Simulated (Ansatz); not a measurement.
According to the program Ansatz at the PBE level (PAW), NbAs in the tetragonal phase (I4_1md; Nb on 4a, As on 4a) relaxes to a = 3.473 Å, c = 11.750 Å. As has 6 nearest neighbours from 2.63 Å (trigonal prismatic). Against the elements it lies at -0.69 eV/atom, with no fitted shifts.

Electronic character: no gap, with almost no states at the Fermi level (zero-gap or semimetallic).

An equation-of-state fit gives a bulk modulus of 160 GPa.

The cell was relaxed with PBE under the symmetry of its start. No spin polarisation was allowed. A small band overlap can be real or an error of a semilocal functional. The references are the lowest solids computed at this level, not always the standard phases. Spin–orbit coupling is left out wherever it is not named.

Potentials: the earlier of the program's two PAW sets.
